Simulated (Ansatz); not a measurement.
Values for one crystal, relaxed and computed with PBEsol in the plane-wave PAW code Ansatz; other levels are named.

- Volume per atom = 13.77 Å³
- Electronic character = metallic (no gap)
- Density of states at the Fermi level = 0.92 states/eV per atom (mean over ±0.08 eV)
- Formation energy from the elements (no fitted shifts) = 65 meV/atom

Which of these materials gives this?
A) PtW, rock salt
B) CoPtW, P3m1 (Co on 1a, Pt on 1b, W on 1c)
C) AgW, L1₀ or tetragonal B2
D) In2Pt, cubic Laves (MgCu2 type)

B, CoPtW, P3m1 (Co on 1a, Pt on 1b, W on 1c)

The start of the workflow was typed in or built on a structure type; neither database checked (COD, Materials Project) lists it. Its standing as an ambient phase is unchecked. The PBEsol relaxation kept the symmetry of its start; its stability against distortions is not shown here. Spin order of the final state: ferromagnetic, the only order run, not a proven ground state. The references are the lowest solids computed at this level, not always the standard phases. Scalar-relativistic: spin–orbit coupling is off unless named, which matters more the heavier the elements.

Potentials: the earlier of the program's two PAW sets. The files were generated under PBE; for other functionals the program regenerates the frozen cores, and for LDA and PBEsol the local potential too.
